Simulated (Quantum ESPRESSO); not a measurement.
# PSi6Ga: a curve over one atom's position

Computed values, not a measurement. The program is pw.x of Quantum ESPRESSO 7.5 (plane-wave density functional theory). The cell is made up: 8 atoms on a zincblende/diamond lattice, with randomly drawn elements, strain and displacements, not relaxed. PseudoDojo standard norm-conserving files (v0.5 for PBE, v0.4.1 for LDA and PBEsol) set the functional; there is no spin polarisation, spin-orbit coupling or dispersion term, and the masses in the input are unused placeholders.

Seven runs move atom 2 (Si, counted in the order of the input) along z and keep all else fixed.

Input of the run at +0.0069:

```
&control calculation='scf', pseudo_dir='./dojo.nc.sr.pbe.v0_5.standard.upf', outdir='./o', disk_io='low', tprnfor=.true., tstress=.true. /
&system ibrav=0, nat=8, ntyp=3, nbnd=31, ecutwfc=79.96652505, nosym=.true., tot_charge=0,
 occupations='smearing', smearing='fd', degauss=0.0073498644
/
&electrons conv_thr=7.350e-09, electron_maxstep=60, /
ATOMIC_SPECIES
Ga 1.0 Ga.upf
P 1.0 P.upf
Si 1.0 Si.upf
CELL_PARAMETERS angstrom
5.502 -0.089 -0.0846
-0.089 5.4069 0.0085
-0.0846 0.0085 5.5084
ATOMIC_POSITIONS angstrom
P -0.0303 -0.0059 -0.0582
Si -0.0601 2.7409 2.7264
Ga 2.7064 -0.0912 2.7081
Si 2.7943 2.6708 -0.0167
Si 1.3983 1.3112 1.2867
Si 1.2446 4.0504 4.082
Si 4.1173 1.3016 4.0303
Si 4.0326 3.9606 1.3108
K_POINTS automatic
6 6 6 1 1 1
```

```
shift of atom 2 along z (Å)  free energy less that of the input shown (eV)  Fx on atom 2 (eV/Å)  Fy on atom 2 (eV/Å)  Fz on atom 2 (eV/Å)  pressure (GPa)  iterations
                    -0.0582                                        -0.0134                0.558               -0.892                0.191            0.63          10
                    -0.0251                                        -0.0131                0.478               -0.865               -0.212            0.67          10
                    +0.0069                                         0.0000                0.403               -0.843               -0.604            0.73          10
                    +0.0258                                         0.0136                0.358               -0.831               -0.838            0.77          10
                    +0.0381                                         0.0249                0.330               -0.824               -0.989            0.80          10
                    +0.0901                                         0.0930                0.210               -0.801               -1.632            0.98          10
```

Question: one run is left out of the table, at -0.0506. Estimate its Fz on atom 2 (eV/Å).

Answer: 0.099. The whole row:

| shift of atom 2 along z (Å) | free energy less that of the input shown (eV) | Fx on atom 2 (eV/Å) | Fy on atom 2 (eV/Å) | Fz on atom 2 (eV/Å) | pressure (GPa) | iterations |
| --- | --- | --- | --- | --- | --- | --- |
| -0.0506 | -0.0145 | 0.539 | -0.885 | 0.099 | 0.64 | 10 |

A cubic fit gives dFz/dz = -12.30 eV/Å² at zero shift. Across the table the free energy follows the integral of the force to within 0.1 meV. A rerun of one of the cells at 1377 eV and a 8 x 8 x 8 mesh moved values by no more than 0.002 eV in energy, 0.02 GPa in stress and 0.002 eV/Å in force.